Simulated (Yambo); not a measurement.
**Na3P: sweep of GW parameters**

G0W0@PBEsol for Na3P (space group P6_3/mmc, No. 194) in Yambo. Reference settings: 3×3×2 Γ-centred k mesh, bands 7 to 265 and a 7 Ry block in the screening, 265 bands in G with the Bruneval-Gonze terminator, plasmon pole fitted at 27.2 eV. The PBEsol gap Γ → Γ on this mesh is 0.44 eV; G0W0 gaps are taken between the same points.

```
change from the reference      G0W0 gap Γ → Γ (eV)  shift of the valence edge (eV)
-----------------------------  -------------------  ------------------------------
reference settings                            1.09                           -0.67
171 bands in G                                1.08                           -0.65
3 Ry block                                    0.92                           -0.45
6 Ry block                                    1.08                           -0.65
3×3×1 mesh                                    1.01                           -0.59
171 bands in G, no terminator                 1.02                           -0.51
```

The reference isn't shown to be the converged limit.

Geometry of the Materials Project entry, not relaxed at this level; primitive cell a = 4.9202 Å, b = 4.9202 Å, c = 8.7652 Å, α = 90.00°, β = 90.00°, γ = 120.00°.

A shift is the quasiparticle energy of the state minus its PBEsol energy.
